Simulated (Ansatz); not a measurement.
LaAl5Ni2: what a change of crystal.symmetry, scf.occupations.width, scf.occupations.method does

All numbers are calculated (r2SCAN, no spin polarisation, no spin-orbit coupling; Ansatz, PAW set soft_2, 500 eV, k-mesh 10×10×10), not measured. These are the settings of the reference run.

Cell:

```
CELL_PARAMETERS angstrom
-2.00551 3.50439 4.83651
2.00551 -3.50439 4.83651
2.00551 3.50439 -4.83651
ATOMIC_POSITIONS crystal
Al 0.50000 0.00000 0.50000
Al 0.85015 0.66114 0.18901
Al 0.52787 0.33886 0.18901
Al 0.47213 0.66114 0.81099
Al 0.14985 0.33886 0.81099
La 0.00000 0.00000 0.00000
Ni 0.73481 0.23481 0.50000
Ni 0.26519 0.76519 0.50000
```

The reference run of this cell is solved again as a single point with these keys changed:

| key | reference run | changed run |
| --- | --- | --- |
| crystal.symmetry | not typed | {detect: false} |
| scf.occupations.width | 0.05 | not typed |
| scf.occupations.method | gaussian | tetrahedron |

How far do the results move?



```
                                    quantity  reference run  changed run
energy, changed less reference (meV an atom)              0          0.2
                              pressure (GPa)            0.0          0.0
                        largest force (eV/Å)           0.00         0.00
                        gap on the mesh (eV)           0.00         0.00
```

The results hardly move, so these settings together matter little here. It took 11 iterations from the trained starting density.

Caveats: the reference run: a metal with Cr, Mn, Fe, Co or Ni was run without spin, and may be magnetic; a single point, atoms not relaxed again; the program warns that forces and stress by tetrahedra needn't match the slope of the energy.
